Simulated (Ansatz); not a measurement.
Input:

Starting cell, Sn (beta-Sn type, space group I4_1/amd):

```xyz
2
Lattice="-2.9166 2.9166 1.5790 2.9166 -2.9166 1.5790 2.9166 2.9166 -1.5790" Properties=species:S:1:pos:R:3 pbc="T T T"
Sn     0.0000     2.9166     0.7895
Sn     0.0000     0.0000     0.0000
```

Two-dimensional scan of atom 2 (Sn, nearest neighbour Sn at 3.022 Å; its periodic images, 3.2 Å or more away, move with it): u runs along (0.707, 0.707, 0.000), v along (0.000, 0.000, 1.000) (Cartesian). Cell and other atoms are fixed.

All values below come from PBEsol (plane waves to 420 eV, PAW, scalar-relativistic; Ansatz, a quantum-chemistry and plane-wave program). k mesh 13×13×13 (Γ-centred), Fermi-Dirac smearing 0.05 eV. E stands for the smeared free energy. With partly filled bands, energies and forces of such displacements shift with the k mesh and the smearing. Sn was relaxed with its symmetry unable to fall. The PAW data are Ansatz's earlier set. ΔE is measured from the undisplaced structure. Axes are in Å.

The scan covers u from -0.450 to 0.450 Å in 5 points and v from -0.450 to 0.450 Å in 5 points.

Task: Is the undisplaced position a minimum, a maximum or a saddle of this map?

Result: A minimum.

Task: In which direction of the plane is the atom held most weakly?

Result: Along v.

Task: What are the two principal curvatures of the energy at the centre?

Result: 0.4 and 3.8 eV/Å².

(For displaced atoms, the force is minus the slope of the energy, and its curvature is a force constant, which sets phonon frequencies.)
